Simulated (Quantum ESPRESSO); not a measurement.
## Calculated data, MgAl3N4 (made-up cell)

Calculation on a made-up crystal cell, not a measurement: periodic Kohn-Sham density functional theory in plane waves with PseudoDojo standard norm-conserving scalar-relativistic pseudopotentials, each functional with its own files (v0.5 for PBE, v0.4.1 for LDA and PBEsol), no spin polarisation, no spin-orbit coupling, atoms not relaxed, stress positive in tension, energies less a fixed whole-eV offset for each atom's element; levels are Kohn-Sham levels at fractions of this cell's reciprocal vectors, counted from the reference band (half the neutral cell's valence electrons, rounded up) at Gamma; error bars cover cutoff and k-mesh only, not smearing or the files; added strain carries the atoms with the cell, and shear is the tensor component; each bar is the largest change over components, and at least 0.002 eV, 0.002 eV per angstrom or 0.02 GPa; energies are for the whole cell, and the offsets were chosen from early runs and are not element reference energies. Program: Quantum ESPRESSO 7.5.

Settings shared by all entries: lattice type rocksalt; functional pbe; cutoff 1143 eV; fermi dirac smearing 0.1 eV; scf tolerance 1e-07 eV; electrons removed 0; added strain kind zz; k mesh 6 x 6 x 6, shifted by half a step.

(1) MgAl3N4 (made-up cell)

Unstrained structure:
```xyz
8
Lattice="4.1471 0.0000 0.0000 0.0000 4.1471 0.0000 0.0000 0.0000 4.1471" Properties=species:S:1:pos:R:3 MgAl3N4
Al    -0.0387     0.0180     0.0193
Mg    -0.0087     2.0699     2.0546
Al     2.1065    -0.0035     2.0947
Al     2.1171     2.0751     0.0009
N      2.0636     0.0265    -0.0334
N      2.0953     2.0840     2.0946
N      4.1696     0.0048     2.0872
N      4.1568     2.0592     0.0107
```

```
added strain             : -0.0042
structure shown          : before the added strain of -0.0042
free energy less offsets : -0.8024 eV
smearing term minus ts   : -0.1142 eV
scf iterations           : 11
pressure                 : -0.5765 GPa
stress xx                : 1.012 GPa
stress yy                : 0.9746 GPa
stress zz                : -0.2566 GPa
stress yz                : -0.01961 GPa
stress xz                : 0.01324 GPa
stress xy                : 0.009904 GPa
fermi level              : -0.4938 eV
reference band           : 20
error bar energy         : 0.004652 eV
error bar stress         : 0.02 GPa
error bar force          : 0.01038 eV/Å
error bar next band up   : 0.002 eV
error bar fermi level    : 0.002559 eV
error bars from          : tighter rerun of a related cell
```

Atoms:
```csv
atoms element,atom site,atom energy offset (eV)
Al,1,-64
Mg,2,-1617
Al,3,-64
Al,4,-64
N,5,-283
N,6,-283
N,7,-283
N,8,-283
```

Forces:
```csv
site,x (eV/Å),y (eV/Å),z (eV/Å)
1,0.6896,-0.1607,-0.1879
2,0.6018,0.1375,0.463
3,-0.4494,0.07787,-0.1923
4,-0.5696,0.07924,0.001493
5,0.2929,-0.3386,0.6841
6,-0.2608,0.008114,-0.3325
7,-0.2362,-0.1233,-0.2043
8,-0.06832,0.3198,-0.2316
```

Levels:
```csv
level k point,next band up (eV)
Gamma,3.774
"(1/2,1/2,1/2)",5.457
"(0.15,0,0)",4.197
"(0,0.15,0)",4.195
"(0,0,0.15)",4.184
```

(2) MgAl3N4 (made-up cell)

Structure as in entry 1.

```
added strain             : 0.0046
structure shown          : before the added strain of 0.0046
free energy less offsets : -0.7972 eV
smearing term minus ts   : -0.1152 eV
scf iterations           : 11
pressure                 : -2.419 GPa
stress xx                : 2.189 GPa
stress yy                : 2.151 GPa
stress zz                : 2.917 GPa
stress yz                : -0.01619 GPa
stress xz                : 0.009777 GPa
stress xy                : 0.01087 GPa
fermi level              : -0.4889 eV
reference band           : 20
error bar energy         : 0.004652 eV
error bar stress         : 0.02 GPa
error bar force          : 0.01038 eV/Å
error bar next band up   : 0.002 eV
error bar fermi level    : 0.002559 eV
error bars from          : tighter rerun of a related cell
```

Atoms:
```csv
atoms element,atom site,atom energy offset (eV)
Al,1,-64
Mg,2,-1617
Al,3,-64
Al,4,-64
N,5,-283
N,6,-283
N,7,-283
N,8,-283
```

Forces:
```csv
site,x (eV/Å),y (eV/Å),z (eV/Å)
1,0.6827,-0.1605,-0.1826
2,0.5979,0.1346,0.4287
3,-0.4411,0.07886,-0.1402
4,-0.5658,0.08129,-0.01788
5,0.2869,-0.339,0.6325
6,-0.2611,0.004385,-0.3127
7,-0.2296,-0.1205,-0.2096
8,-0.06995,0.3209,-0.1982
```

Levels:
```csv
level k point,next band up (eV)
Gamma,3.691
"(1/2,1/2,1/2)",5.401
"(0.15,0,0)",4.106
"(0,0.15,0)",4.105
"(0,0,0.15)",4.121
```
